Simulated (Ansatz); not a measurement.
Al2O3:
```
CELL_PARAMETERS angstrom
      2.40032     1.38583     4.46808
     -2.40032     1.38583     4.46808
      0.00000    -2.77165     4.46808
ATOMIC_POSITIONS crystal
  Al 0.00000 0.00000 0.00000
  Al 0.50000 0.50000 0.50000
  Al 0.30689 0.30689 0.30689
  Al 0.69311 0.69311 0.69311
  O  0.27946 0.89228 0.60378
  O  0.72054 0.10772 0.39622
  O  0.89228 0.60378 0.27946
  O  0.10772 0.39622 0.72054
  O  0.60378 0.27946 0.89228
  O  0.39622 0.72054 0.10772
```

Relaxed with r²SCAN. Independent-particle spectrum: no excitons, no local fields, no scissors shift; 0.1 eV broadening; ε₁ of the summed bands alone.

Question: Tabulate the dielectric function from plane-wave PAW r²SCAN (Ansatz code).

Answer: 

```csv
E (eV),ε₁ xx,ε₂ xx,ε₁ zz,ε₂ zz
0.0,2.83,0.00,2.76,0.00
0.5,2.84,0.00,2.77,0.00
1.0,2.84,0.00,2.77,0.00
1.5,2.86,0.00,2.79,0.00
2.0,2.88,0.00,2.80,0.00
2.5,2.90,0.00,2.83,0.00
3.0,2.94,0.00,2.86,0.00
3.5,2.98,0.00,2.90,0.00
4.0,3.03,0.00,2.95,0.00
4.5,3.09,0.00,3.01,0.00
5.0,3.17,0.00,3.08,0.00
5.5,3.26,0.00,3.17,0.00
6.0,3.39,0.00,3.29,0.00
6.5,3.57,0.00,3.47,0.00
7.0,3.96,0.17,3.89,0.17
7.5,3.96,0.44,3.84,0.51
8.0,4.08,0.62,3.85,0.65
8.5,4.12,0.79,3.89,0.77
9.0,4.22,0.94,3.99,0.88
9.5,4.41,1.09,4.16,1.01
10.0,4.72,1.34,4.45,1.24
10.5,5.27,1.84,4.95,1.70
11.0,4.87,3.22,4.73,2.73
11.5,4.51,3.69,3.99,3.07
12.0,3.76,3.82,3.53,3.31
```

Question: From ε at 8.4 eV (xx: 4.11 + 0.77i), find n, k, the normal reflectivity and the absorption coefficient.

Answer: n = 2.04, k = 0.187, R = 12 %, α = 2kE/ħc = 160000 cm⁻¹.

With all bands, ε∞ without local fields is 3.00 (xx = yy), 2.93 (zz). DFPT, with local fields, gives 3.01 (xx = yy), 2.88 (zz).

Space group R-3. The first step of the workflow began from a Materials Project structure, measured or hypothetical; the Crystallography Open Database copy checked does not list it. It is not the phase usual at ambient conditions (space group No. 167). Symmetry was held in the r²SCAN relaxation; its stability against distortions is not shown here.

Potentials: the earlier of the program's two PAW sets.
